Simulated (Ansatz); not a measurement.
Problem. Each is relaxed and computed with PBE+D3(BJ) in the plane-wave PAW code Ansatz. Which is the only metal?
(A) BN, P6/mmm (B on 1b, N on 1a)
(B) GeS, Pnma (Ge on 4c, S on 4c)
(C) TiGe2, P6/mmm (Ti on 1a, Ge on 2d)
(D) GeSe, Pnma (Ge on 4c, Se on 4c)

Solution. C, TiGe2, P6/mmm (Ti on 1a, Ge on 2d). TiGe2: metal; GeSe: gap 0.71 eV (indirect); BN: gap 2.56 eV (indirect); GeS: gap 1.22 eV (indirect). Constructed cells (a structure type filled with these elements, in neither database checked): TiGe2, P6/mmm (Ti on 1a, Ge on 2d). Typed or built starts, not in the databases checked: BN, P6/mmm (B on 1b, N on 1a). Not the usual ambient phase: BN, P6/mmm (B on 1b, N on 1a). All cells were relaxed under the symmetry of their starts (and spin orders); stability against distortions was not tested throughout. Rows with no word on spin ran without spin polarisation. Spin–orbit coupling is left out wherever it is not named.

Potentials: the later of the program's two PAW sets.
